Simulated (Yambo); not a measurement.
G0W0@LDA for K₂NaScF₆ (space group Fm-3m, No. 225) in Yambo (2×2×2 mesh, 8 Ry block, plasmon pole, screening fixed), without a terminator:

| bands N in G | gap Γ → Γ (eV) | shift of the valence edge (eV) |
|---|---|---|
| 119 | 10.180 | -1.818 |
| 197 | 10.257 | -2.047 |
| 304 | 10.331 | -2.184 |

**Question.** Extrapolate both columns to infinite N with E(N) = E∞ + A/N, test the form, and compare with the terminator.

**Answer.** From two points, E∞ = (N2 E2 − N1 E1)/(N2 − N1). The two largest N give 10.47 eV for the gap and -2.44 eV for the shift; the two smallest give 10.37 eV and -2.40 eV. For the gap the slopes A are -23 and -41 eV: the form isn't reached, and its limit is uncertain. For the shift the slopes A are 69 and 77 eV: the 1/N form holds. With the Bruneval-Gonze terminator and 304 bands the run gives 10.45 eV and -2.38 eV, 0.02 eV and 0.06 eV from the extrapolated values: the terminator too is an estimate of the remainder. Block, mesh and the bands in W are held fixed.

Geometry of the Materials Project entry, not relaxed at this level; primitive cell a = b = c = 6.088 Å, α = β = γ = 60.00°.

A shift is the quasiparticle energy of the state minus its LDA energy.
